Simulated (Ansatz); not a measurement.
Values for one crystal, relaxed and computed with plane-wave PAW PBEsol (Ansatz code); other levels are named.

| Quantity | Value |
|---|---|
| Volume per atom | 13.15 Å³ |
| Electronic character | metallic (no gap) |
| Young's modulus | 257 GPa |
| Poisson's ratio | 0.31 |
| Mechanical stability | stable (all eigenvalues of C positive) |
| Gap with spin–orbit coupling | none (metallic) |
| Debye temperature from the elastic constants | 484 K |

**Question.** Pick the material that matches.
(A) B2Ru, Pmmn (B on 4e, Ru on 2a)
(B) NbP, CsCl type
(C) PRu, Pnma (P on 4c, Ru on 4c)
(D) AlP, NiAs type

**Answer.** C, PRu, Pnma (P on 4c, Ru on 4c)

The workflow started from a Materials Project entry (that database holds measured and hypothetical structures alike); the Crystallography Open Database copy checked does not list it. Its standing as an ambient phase is unchecked. The cell was relaxed with PBEsol under the symmetry of its start; its stability against distortions is not shown here. The run is not spin-polarised. As this level gives no gap, shear constants depend on the k-mesh and smearing (Fermi–Dirac, 0.1 eV here). Spin–orbit coupling is left out wherever it is not named.

Potentials: the later of the program's two PAW sets.
